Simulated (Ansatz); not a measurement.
An elastic tensor (GPa, Voigt order, standard axes) from the program Ansatz at the LDA level (PAW):

|  | 1 | 2 | 3 | 4 | 5 | 6 |
|---|---|---|---|---|---|---|
| 1 | 142 | 64.0 | 64.0 | 0.0 | 0.0 | 0.0 |
| 2 | 64.0 | 142 | 64.0 | 0.0 | 0.0 | 0.0 |
| 3 | 64.0 | 64.0 | 142 | 0.0 | 0.0 | 0.0 |
| 4 | 0.0 | 0.0 | 0.0 | 71.0 | 0.0 | 0.0 |
| 5 | 0.0 | 0.0 | 0.0 | 0.0 | 71.0 | 0.0 |
| 6 | 0.0 | 0.0 | 0.0 | 0.0 | 0.0 | 71.0 |

Task: Pick the material that matches.
A. Ba, bcc (W type)
B. GaP, zinc blende
C. Pb, fcc (Cu type)

Result: B, GaP, zinc blende

Space group F-43m (zinc blende). The LDA relaxation kept the symmetry of its start; phonons on a q-mesh show no instability. Spin–orbit coupling is left out wherever it is not named.

Potentials: the later of the program's two PAW sets.
